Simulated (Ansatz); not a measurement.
The start is a generated cell, WC built in the NbAs structure type. A full variable-cell relaxation at zero pressure is run with PBE (plane waves to 420 eV, PAW, scalar-relativistic; Ansatz, a first-principles code). First-step values are on the input's coarse k-mesh.

Ansatz input (later rounds restart from its end on a renewed k-mesh):
Ansatz 0.2 input:
```yaml
crystal:
  lattice:
    - [-1.407764, 1.407764, 4.765994]
    - [1.407764, -1.407764, 4.765994]
    - [1.407764, 1.407764, -4.765994]
  atoms:
    - { symbol: W, position: [0.5, 0.5, 0] }
    - { symbol: W, position: [0.25, 0.75, 0.5] }
    - { symbol: C, position: [0.916, 0.916, 0] }
    - { symbol: C, position: [0.666, 0.166, 0.5] }
basis: { ecutwfc: 420, ecutrho_ratio: 4, xc_grid: 2, fft_grid_basis: typed }
kpoints: { mp_grid: { grid: [11, 11, 11] } }
hamiltonian:
  xc: pbe
  dispersion: none
  pseudopotentials: { azcp: { folder: ./paw }, kind: paw }
scf: { occupations: { method: fermi_dirac, width: 0.05 } }
relax: { f_tol: 0.01, max_steps: 100, cell: { stress_tol: 0.02 } }
output: { forces: true, stress: true }
```

### Question
How large is the pressure on the unrelaxed cell, and of which sign?

### Answer
+52 GPa (positive: the cell is compressed).

### Question
What is the largest force in the starting geometry, and on which atom (counted from 1)?

### Answer
About 0.5 eV/Å, on W1, W2, C3, C4 (atoms numbered as listed).

### Question
By how much does the energy per atom fall from start to end?

### Answer
0.18 eV/atom.

### Question
Write out the relaxed structure.

### Answer

Space group I4₁md (No. 109); a = b = 2.8838 Å, c = 10.1198 Å, α = β = γ = 90.00°

| atom | site | symmetry | x | y | z |
|---|---|---|---|---|---|
| W | 4a | 2mm. | 0.0000 | 0.0000 | 0.7493 |
| C | 4a | 2mm. | 0.0000 | 0.0000 | 0.1667 |
(The calculation used a cell of 4 atoms; values per cell refer to that cell.)

The space group stays I4₁md (No. 109) (the run could not lower it), with 4 atoms in the primitive cell. Final values are on a 23×23×23 k-mesh of the relaxed cell. No spin polarisation in the result.

The run could not lose the symmetry of its start, so the end can be a saddle point.

The relaxed structure here is a generated cell of WC: the first start was made by placing the elements on the sites of a structure type, and the end was not matched to a known phase here, so it may be hypothetical. Known forms of WC include space group No. 187.
